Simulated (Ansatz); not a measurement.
AlPd3N:
```
CELL_PARAMETERS angstrom
      4.13121     0.00000     0.00000
      0.00000     4.13121     0.00000
      0.00000     0.00000     4.13121
ATOMIC_POSITIONS crystal
  Al 0.00000 0.00000 0.00000
  Pd 0.00000 0.50000 0.50000
  Pd 0.50000 0.00000 0.50000
  Pd 0.50000 0.50000 0.00000
  N  0.50000 0.50000 0.50000
```

This is the PBE-relaxed structure.

### Question
All from PBE (plane waves, PAW; program Ansatz), unless another level is named. Predict the electronic character.

### Answer
metallic (no gap).

### Question
What about the formation energy from the elements (no fitted shifts)?

### Answer
0.037 eV/atom.

### Question
And the density of states at the Fermi level?

### Answer
0.27 states/eV per atom (mean over ±0.08 eV).

### Question
Give the gap with spin–orbit coupling.

### Answer
none (metallic).

Space group Pm-3m (anti-perovskite). The start of the workflow was typed in or built on a structure type; neither database checked (COD, Materials Project) lists it. Its standing as an ambient phase is unchecked. Symmetry was held in the PBE relaxation; its stability against distortions is not shown here. The run is not spin-polarised. The volume moved by 19 % from the start of the relaxation. The references are the lowest solids computed at this level, not always the standard phases (solids in place of the gases). Spin–orbit coupling is left out wherever it is not named.

Potentials: the earlier of the program's two PAW sets.
